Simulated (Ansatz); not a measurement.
## A run on MgMnV4O12

```yaml
crystal:
  lattice:
    - [5.3824362059, -4.3477504115, 0.0]
    - [5.3824362059, 4.3477504115, 0.0]
    - [-2.2314627161, 0.0, 5.5072290708]
  atoms:
    - { symbol: Mg, position: [0.25843371, 0.74156629, 0.0] }
    - { symbol: Mn, position: [0.06308799, 0.93691201, 0.5], spin: 5.0 }
    - { symbol: V, position: [0.39697084, 0.1930041, 0.03065976] }
    - { symbol: V, position: [0.20648925, 0.39145512, 0.54087153] }
    - { symbol: V, position: [0.8069959, 0.60302916, 0.96934024] }
    - { symbol: V, position: [0.60854488, 0.79351075, 0.45912847] }
    - { symbol: O, position: [0.24846032, 0.99590749, 0.89070745] }
    - { symbol: O, position: [0.63282691, 0.08828692, 0.05816704] }
    - { symbol: O, position: [0.02910098, 0.23716812, 0.45409927] }
    - { symbol: O, position: [0.34493673, 0.38531082, 0.85113258] }
    - { symbol: O, position: [0.91171308, 0.36717309, 0.94183296] }
    - { symbol: O, position: [0.36245518, 0.3320839, 0.32969494] }
    - { symbol: O, position: [0.61468918, 0.65506327, 0.14886742] }
    - { symbol: O, position: [0.10857295, 0.64617571, 0.60118069] }
    - { symbol: O, position: [0.6679161, 0.63754482, 0.67030506] }
    - { symbol: O, position: [0.00409251, 0.75153968, 0.10929255] }
    - { symbol: O, position: [0.35382429, 0.89142705, 0.39881931] }
    - { symbol: O, position: [0.76283188, 0.97089902, 0.54590073] }
magnetization:
  spin_polarized: true
kpoints:
  mp_grid: { grid: [3, 3, 4] }
scf:
  occupations: { method: fermi_dirac, width: 0.02 }
  max_iter: 80
hamiltonian:
  xc: pbe96
  pseudopotentials: { kind: paw }
output:
  forces: true
  stress: true
  populations: true
  efg:
    quadrupole_moments_barn: { Mg: 0.1994, Mn: 0.33, V: -0.052, O: -0.02558 }
    contact_densities: true
```

```sh
ansatz run input.yaml --threads 2 --pin off --max-ram 5120MiB --backend cpu --events-out ev --progress --plain --runs-dir out
```

(1) What happens when this input is run?

Answers

(1) The input was rejected before any iteration. The input holds an unknown functional. The program says:

```
Error: YAML parse error: error: line 33 column 7: hamiltonian.xc: unknown variant `pbe96`, expected one of `lda`, `lda-pw`, `pw92`, `pbe`, `pbesol`, `rpbe`, `revpbe`, `blyp`, `pbe0`, `revpbe0`, `b3lyp`, `b3lyp5`, `hse06`, `wpbeh`, `hiss`, `lc_wpbe`, `cam_b3lyp`, `hf`, `r2scan`, `r2scanh`, `r2scan0`, `r2scan50`, `mr2scan`
  --> <input>:33:7
   |
31 |   max_iter: 80
32 | hamiltonian:
33 |   xc: pbe96
   |       ^ hamiltonian.xc: unknown variant `pbe96`, expected one of `lda`, `lda-pw`, `pw92`, `pbe`, `pbesol`, `rpbe`, `revpbe`, `blyp`, `pbe0`, `revpbe0`, `b3lyp`, `b3lyp5`, `hse06`, `wpbeh`, `hiss`, `lc_wpbe`, `cam_b3lyp`, `hf`, `r2scan`, `r2scanh`, `r2scan0`, `r2scan50`, `mr2scan`
34 |   pseudopotentials: { kind: paw }
35 | output:
   |
```

Against a sound input the change was `hamiltonian.xc`: pbe → pbe96; `scf.max_iter`: not typed → 80.

With the sound settings the run converges and gives V_zz (10²¹ V/m²) Mg -1.21 (η 0.03), Mn 2.30 (η 0.43), V3 -3.89 (η 0.97), V4 6.02 (η 0.53), O7 -5.40 (η 0.44), O8 1.91 (η 0.73), among others; a site carries the number of its first atom in the input. At this cell the principal stresses reach 5 GPa in size with PBE, which can matter for small gradients. The largest force is 1.2 eV/Å, so the atoms aren't at the calculated equilibrium and relaxing them would move these values. All moments are parallel here, as the start or the cell imposes; many such compounds order antiparallel, where fields and spin densities carried over to other atoms largely cancel. The magnetic order is the one that the run reached from its start moments, not necessarily the measured one.
